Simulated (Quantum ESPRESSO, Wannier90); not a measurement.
## Wannier functions of BaF$_{2}$ (fluorite)

```
begin unit_cell_cart
ang
    0.0000000000    3.1128650000    3.1128650000
    3.1128650000    0.0000000000    3.1128650000
    3.1128650000    3.1128650000    0.0000000000
end unit_cell_cart
begin atoms_frac
Ba   0.0000000000  0.0000000000  0.0000000000
F    0.2500000000  0.2500000000  0.2500000000
F   -0.2500000000 -0.2500000000 -0.2500000000
end atoms_frac
```

Cell from Materials Project (mp-1029), symmetrised, no further relaxation. COD (Crystallography Open Database) has an entry of this formula and space group (matched by these alone). Level: PBEsol, no spin polarisation, no spin-orbit coupling; pw.x of Quantum ESPRESSO at 68 Ry with PseudoDojo potentials, 8×8×8 k-points, Wannier90. Density: 8×8×8 mesh, cold smearing 0.01 Ry. Spin-orbit coupling is left out although heavy elements are present.

Bands 7-12 form an isolated set from -1.50 to 0.00 eV relative to the valence-band maximum (on the path) and are turned into 6 Wannier functions by minimising the spread from the start: atomic waves F 2p.

Where do the functions sit, how wide are they and what are they made of?


| functions | spread (Å²) | nearest atom, distance (Å) | second atom, distance (Å) | weight on atomic waves |
|---|---|---|---|---|
| 6 | 0.98 | F 0.00 | Ba 2.70 | F 2p 95 % |

Ω_I = 5.81 Å², Ω_total = 5.86 Å²; the interpolated bands follow pw.x to 0.2 meV rms on the path. Only this start was tried; a symmetric start can stop on a saddle, and mixtures of these functions could lower the total by at most Ω_total − Ω_I.
